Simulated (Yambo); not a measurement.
Yambo run on CsCaF$_{3}$ (cubic perovskite, space group Pm-3m, No. 221). The wavefunctions are norm-conserving PBEsol (Quantum ESPRESSO, 84 Ry, with spin-orbit coupling) ones on a 2×2×2 mesh (40 occupied bands); a = b = c = 4.521 Å, α = β = γ = 90.00°.

Yambo input:

```
rim_cut
gw0
dyson
el_el_corr
HF_and_locXC
ppa
em1d
RandQpts= 1000000
RandGvec= 1 Ry
EXXRLvcs= 84 Ry
VXCRLvcs= 336 Ry
Chimod= "HARTREE"
% BndsRnXp
 1 | 132 |
%
NGsBlkXp= 7 Ry
% LongDrXp
 1.0 | 1.0 | 1.0 |
%
PPAPntXp= 27.2114 eV
% GbndRnge
 1 | 272 |
%
GTermKind= "BG"
DysSolver= "n"
ExtendOut
% QPkrange
 1 | 1 | 40 | 41 |
%
```

k points by index: 1 = Γ.

Resulting energies as the program prints them:

```
#    K-point    Band    Eo [eV]    E [eV]    E-Eo [eV]    Vxc [eV]    Vnlxc [eV]    Sc|Eo [eV]    Sc|E [eV]    dSc/dw|Eo [eV]    Re(Z)    Im(Z)
#
    1    40    0.000000    -2.100301    -2.100301    -21.68766    -29.09555    4.786490    5.307591    -6.750834    0.801223    -0.001298
    1    41    6.969821    8.334830    1.365009    -8.999293    -4.488401    -2.968389    -3.145883    -3.538138    0.884936    -0.753648E-3
```
(The two width columns are left out.) Convergence of these settings isn't established.

Geometry of the Materials Project entry, not relaxed at this level.

The structure is a Materials Project entry; no match was found in the copy of COD used, and its stability was not checked.
